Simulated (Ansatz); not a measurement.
MgS (rock salt) is sheared across one {110} plane: the third cell vector gains the shift, so faults repeat every 5.5 Å. The cut lies between planes 1.84 Å apart; the cell height is held.

```
MgS
1.0
    3.67917     0.00000     0.00000
    0.00000     5.20313     0.00000
    1.83958     2.60157     5.51875
S Mg
3 3
Direct
  0.00000   0.00000   0.83333
  0.33333   0.33333   0.16667
  0.66667   0.66667   0.50000
  0.33333   0.83333   0.16667
  0.66667   0.16667   0.50000
  0.00000   0.50000   0.83333
```

In-plane vectors a = (3.679, 0.000) Å, b = (0.000, 5.203) Å, area 19.14 Å². The shift is s times the vector a + b (length 6.373 Å), so s = 1 restores the start. Atoms relax along the normal only. γ = [E(shift) − E(0)] / area.

The numbers are results of r2SCAN (plane waves to 500 eV, PAW, scalar-relativistic; Ansatz, an electronic-structure program), not measurements. k mesh 8×8×8 (Γ-centred), Fermi-Dirac smearing 0.05 eV. E is the zero-smearing estimate. Compression counts positive. Some relaxations began with atoms very close together and may have settled on another branch. As the smearing reaches across the gap at some points, the k mesh leaves noise in γ, roughly 0.02 J/m² as judged from a few cases. Faults lie only 5.5 Å apart, and holding the cell height raises γ above its relaxed value. MgS was relaxed with its symmetry unable to fall. γ is measured from zero shift.

### Question
What γ (meV/Å²) and σ normal to the fault (GPa) does the calculation give at s = 0.083, 0.167, 0.250, 0.417, 0.500, 0.583, 0.667, 0.833?

### Answer
```json
[
 {"s": "0.083", "γ (meV/Å²)": "22", "σ normal to the fault (GPa)": "1.5"},
 {"s": "0.167", "γ (meV/Å²)": "78", "σ normal to the fault (GPa)": "5.6"},
 {"s": "0.250", "γ (meV/Å²)": "160", "σ normal to the fault (GPa)": "14.2"},
 {"s": "0.417", "γ (meV/Å²)": "267", "σ normal to the fault (GPa)": "22.7"},
 {"s": "0.500", "γ (meV/Å²)": "274", "σ normal to the fault (GPa)": "21.9"},
 {"s": "0.583", "γ (meV/Å²)": "267", "σ normal to the fault (GPa)": "22.7"},
 {"s": "0.667", "γ (meV/Å²)": "234", "σ normal to the fault (GPa)": "20.7"},
 {"s": "0.833", "γ (meV/Å²)": "78", "σ normal to the fault (GPa)": "5.6"}
]
```

(The slope of γ gives the shear force per area between the displaced halves; near zero shift its curvature is an elastic stiffness.)
